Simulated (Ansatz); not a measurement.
Point defect: Br on a Se site in InSe

All numbers below come from DFT PBE+D3(BJ), scalar-relativistic, plane waves, PAW in Ansatz 0.2.0. (420 eV cutoff, 3×3×2 k-mesh, shifted by half a step, Gaussian smearing of 0.02 eV, collinear spin)

Host crystal, relaxed:

```
In Se
1.0
     4.03177    0.00000    0.00000
    -2.01589    3.49162    0.00000
     0.00000    0.00000   16.76237
In Se
4 4
Cartesian
  0.0000 2.3277 2.7936
  2.0159 1.1639 11.1748
  0.0000 2.3277 5.5876
  2.0159 1.1639 13.9688
  0.0000 2.3277 9.8876
  2.0159 1.1639 1.5065
  0.0000 2.3277 15.2559
  2.0159 1.1639 6.8747
```

Supercell of 32 atoms, rows in host cell vectors: 0 -2 0; 2 2 0; 0 0 1. Atoms relax at the host's cell, keeping the symmetry that the supercell leaves at the site. The cell is small, so energies carry finite-size errors of tenths of an eV. The host's Kohn–Sham gap is 0.37 eV.

Defect: Br on a Se site, charge 0.

Command:

```bash
ansatz run input.yaml --threads 4 --pin off --max-ram 10240MiB --backend cpu --events-out ev --progress --plain --runs-dir out
```

The input:

```yaml
crystal:
  lattice:
    - [4.0317714915, -6.9832330679, 0.0]
    - [4.0317714916, 6.9832330678, 0.0]
    - [0.0, 0.0, 16.7623717686]
  atoms:
    - { symbol: In, position: [0.3333333333, 0.1666666667, 0.1666581961] }
    - { symbol: In, position: [0.8333333333, 0.1666666667, 0.1666581961] }
    - { symbol: In, position: [0.3333333333, 0.6666666667, 0.1666581961] }
    - { symbol: In, position: [0.8333333333, 0.6666666667, 0.1666581961] }
    - { symbol: In, position: [0.6666666667, 0.3333333333, 0.6666581961], spin: 0.25 }
    - { symbol: In, position: [0.1666666667, 0.3333333333, 0.6666581961], spin: 0.25 }
    - { symbol: In, position: [0.6666666667, 0.8333333333, 0.6666581961] }
    - { symbol: In, position: [0.1666666667, 0.8333333333, 0.6666581961], spin: 0.25 }
    - { symbol: In, position: [0.3333333333, 0.1666666667, 0.3333418039] }
    - { symbol: In, position: [0.8333333333, 0.1666666667, 0.3333418039] }
    - { symbol: In, position: [0.3333333333, 0.6666666667, 0.3333418039] }
    - { symbol: In, position: [0.8333333333, 0.6666666667, 0.3333418039] }
    - { symbol: In, position: [0.6666666667, 0.3333333333, 0.8333418039] }
    - { symbol: In, position: [0.1666666667, 0.3333333333, 0.8333418039] }
    - { symbol: In, position: [0.6666666667, 0.8333333333, 0.8333418039] }
    - { symbol: In, position: [0.1666666667, 0.8333333333, 0.8333418039] }
    - { symbol: Br, position: [0.3333333333, 0.1666666667, 0.5898711358], spin: 0.25 }
    - { symbol: Se, position: [0.8333333333, 0.1666666667, 0.5898711358] }
    - { symbol: Se, position: [0.3333333333, 0.6666666667, 0.5898711358] }
    - { symbol: Se, position: [0.8333333333, 0.6666666667, 0.5898711358] }
    - { symbol: Se, position: [0.6666666667, 0.3333333333, 0.0898711358] }
    - { symbol: Se, position: [0.1666666667, 0.3333333333, 0.0898711358] }
    - { symbol: Se, position: [0.6666666667, 0.8333333333, 0.0898711358] }
    - { symbol: Se, position: [0.1666666667, 0.8333333333, 0.0898711358] }
    - { symbol: Se, position: [0.3333333333, 0.1666666667, 0.9101288642] }
    - { symbol: Se, position: [0.8333333333, 0.1666666667, 0.9101288642] }
    - { symbol: Se, position: [0.3333333333, 0.6666666667, 0.9101288642] }
    - { symbol: Se, position: [0.8333333333, 0.6666666667, 0.9101288642] }
    - { symbol: Se, position: [0.6666666667, 0.3333333333, 0.4101288642] }
    - { symbol: Se, position: [0.1666666667, 0.3333333333, 0.4101288642] }
    - { symbol: Se, position: [0.6666666667, 0.8333333333, 0.4101288642] }
    - { symbol: Se, position: [0.1666666667, 0.8333333333, 0.4101288642] }
  host:
    lattice:
      - [4.0317714915, 0.0, 0.0]
      - [-2.0158857457, 3.4916165339, 0.0]
      - [0.0, 0.0, 16.7623717686]
    atoms:
      - { symbol: In, position: [0.3333333333, 0.6666666667, 0.1666581961] }
      - { symbol: In, position: [0.6666666667, 0.3333333333, 0.6666581961] }
      - { symbol: In, position: [0.3333333333, 0.6666666667, 0.3333418039] }
      - { symbol: In, position: [0.6666666667, 0.3333333333, 0.8333418039] }
      - { symbol: Se, position: [0.3333333333, 0.6666666667, 0.5898711358] }
      - { symbol: Se, position: [0.6666666667, 0.3333333333, 0.0898711358] }
      - { symbol: Se, position: [0.3333333333, 0.6666666667, 0.9101288642] }
      - { symbol: Se, position: [0.6666666667, 0.3333333333, 0.4101288642] }
basis:
  ecutwfc: 420
  xc_grid: 2
kpoints:
  mp_grid: { grid: [3, 3, 2], shift: [0.0, 0.0, 0.5] }
hamiltonian:
  xc: pbe
  dispersion: d3bj
scf:
  occupations: { method: gaussian, width: 0.02 }
output:
  forces: true
  stress: false
  eigenvalues: true
  populations: true
  charged_corrections: { defect_position: [0.33333333, 0.16666667, 0.58987114] }
  write_density: true
  write_potential: true
  elf: true
  volumetric_format: npy
magnetization:
  spin_polarized: true
relax:
  adjacent_minimum: "off"
  f_tol: 0.025
  max_steps: 45
```

From the output:

```
Warning: RAYON_NUM_THREADS=4 ignored (pool sized by the plan → 4); use --threads N
Crystal: 32 atoms, lattice volume = 943.882 Å³
Basis set: ecut = 420 eV, 18531 PW (Γ), exchange–correlation on 108×108×240 points (8 copies of the dense FFT grid, shifted against one another)
Bands: 274, of which v1, the nominal top of the filled ones, is band 228 counted from 1 (227 counted from 0)
Symmetry: 6 space group operations
Space group: P3m1 (ITA 156), of the structure as read, at distance tolerance 9.8e-5 Å
k-points: 4 of 18 (time reversal used)
relax step   1: F+E_penalty+E_count = -174409.37998577 eV  Δ(F+E_penalty+E_count) = +0.000e0 eV  max|allowed force component| = 1.385e0 eV/Å  Δτ_max = 0.0000 Å
relax step   2: F+E_penalty+E_count = -174409.65936874 eV  Δ(F+E_penalty+E_count) = -2.794e-1 eV  max|allowed force component| = 4.710e-1 eV/Å  Δτ_max = 0.1998 Å
relax step   3: F+E_penalty+E_count = -174409.70109901 eV  Δ(F+E_penalty+E_count) = -4.173e-2 eV  max|allowed force component| = 1.110e-1 eV/Å  Δτ_max = 0.1308 Å
relax step   4: F+E_penalty+E_count = -174409.69305326 eV  Δ(F+E_penalty+E_count) = +8.046e-3 eV  max|allowed force component| = 7.003e-2 eV/Å  Δτ_max = 0.1538 Å
relax step   5: F+E_penalty+E_count = -174409.71481070 eV  Δ(F+E_penalty+E_count) = -1.371e-2 eV  max|allowed force component| = 4.673e-2 eV/Å  Δτ_max = 0.0769 Å
relax step   6: F+E_penalty+E_count = -174409.72130442 eV  Δ(F+E_penalty+E_count) = -6.494e-3 eV  max|allowed force component| = 5.166e-2 eV/Å  Δτ_max = 0.0763 Å
relax step   7: F+E_penalty+E_count = -174409.72402978 eV  Δ(F+E_penalty+E_count) = -2.725e-3 eV  max|allowed force component| = 7.987e-2 eV/Å  Δτ_max = 0.1436 Å
relax step   8: F+E_penalty+E_count = -174409.72819553 eV  Δ(F+E_penalty+E_count) = -4.166e-3 eV  max|allowed force component| = 1.849e-2 eV/Å  Δτ_max = 0.0880 Å
relax step   9: F+E_penalty+E_count = -174409.72819572 eV  Δ(F+E_penalty+E_count) = -1.820e-7 eV  max|allowed force component| = 1.846e-2 eV/Å  Δτ_max = 0.0000 Å
relax step  10: F+E_penalty+E_count = -174409.72900862 eV  Δ(F+E_penalty+E_count) = -8.129e-4 eV  max|allowed force component| = 9.199e-3 eV/Å  Δτ_max = 0.0178 Å
SCF converged after 7 iterations
Free energy (F): -174409.729009 eV
E sigma→0 (E₀):  -174409.728046 eV
Fermi energy:    8.092578 eV
```

The relaxation gained 0.35 eV in 10 steps. The run took 18 min on 4 threads of Intel(R) Xeon(R) Platinum 8488C (Sapphire Rapids), with other jobs on the host, peak memory 5.1 GiB.